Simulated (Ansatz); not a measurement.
PbS (zinc blende, F-43m), the program Ansatz at the PBE level (PAW). The conduction-band minimum lies at X, with 3 equivalent valleys. Second derivatives d²E/dk² of the lowest band at one valley (eV·Å²), along Cartesian directions:

| direction | d²E/dk² |
|---|---|
| [100] | 4.132 |
| [010] | 20.46 |
| [001] | 20.46 |
| [110] | 12.30 |
| [101] | 12.30 |
| [011] | 20.47 |

Task: Find the principal effective masses, the density-of-states mass and the conductivity mass.

Result: Off-diagonal terms follow from H_xy = H[110] − (H_xx + H_yy)/2, and m*/mₑ = 7.620 eV·Å² over each eigenvalue: 0.37, 0.37, 1.8. One valley's DOS mass (m₁m₂m₃)^(1/3) = 0.63, conductivity mass 3/(Σ 1/mᵢ) = 0.51 mₑ.

Task: What effective density of states Nc follows at 300 K for parabolic valleys?

Result: Nc = 2.509e19 × 3 × (0.63)^(3/2) ≈ 3.8e19 cm⁻³.

The start of the workflow was typed in or built on a structure type; neither database checked (COD, Materials Project) lists it. It is not the phase usual at ambient conditions (space group No. 225). The cell was relaxed with PBE under the symmetry of its start; whether a distortion lowers the energy is not shown. Scalar-relativistic: spin–orbit coupling is off unless named, which matters more the heavier the elements.

Potentials: the earlier of the program's two PAW sets.

Edges and masses are those of Kohn–Sham bands, whose gap is no quasiparticle gap.
